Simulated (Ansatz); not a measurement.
Cd2SeS:
```cif
data_Cd2SSe
_chemical_formula_sum 'Cd2 Se1 S1'
_space_group_name_H-M_alt 'P 1'
_space_group_IT_number 1
_cell_length_a 4.24928
_cell_length_b 4.24928
_cell_length_c 6.92893
_cell_angle_alpha 90.000
_cell_angle_beta 90.000
_cell_angle_gamma 120.000
loop_
_space_group_symop_operation_xyz
  'x, y, z'
loop_
_atom_site_label
_atom_site_type_symbol
_atom_site_fract_x
_atom_site_fract_y
_atom_site_fract_z
_atom_site_occupancy
Cd1 Cd 0.00000 0.00000 0.48934 1
Cd2 Cd 0.33333 0.66667 0.01054 1
Se1 Se 0.33333 0.66667 0.62645 1
S1 S 0.00000 0.00000 0.12167 1
```

Relaxed with r²SCAN. Plane-wave PAW r²SCAN (Ansatz code) gives a gap of 1.22 eV.

Question: What gap does HSE06 give on the same cell (Ansatz, PAW)?

Answer: 1.70 eV, 0.48 eV more. The hybrid was solved on a coarser mesh and at special points; its gap is the smallest among all of these.

Cost on shared cores: the r²SCAN run (SCF on a 8×8×4 mesh, then bands and DOS) roughly 80 core-seconds, the HSE06 run (SCF on 6×6×3, then a few points) very roughly 80 core-seconds; the tasks are unlike.

Space group P3m1. The workflow started from a Materials Project entry (that database holds measured and hypothetical structures alike); the Crystallography Open Database copy checked does not list it. Its standing as an ambient phase is unchecked. Symmetry was held in the r²SCAN relaxation; its stability against distortions is not shown here. Spin–orbit coupling is left out wherever it is not named.

Potentials: the later of the program's two PAW sets.
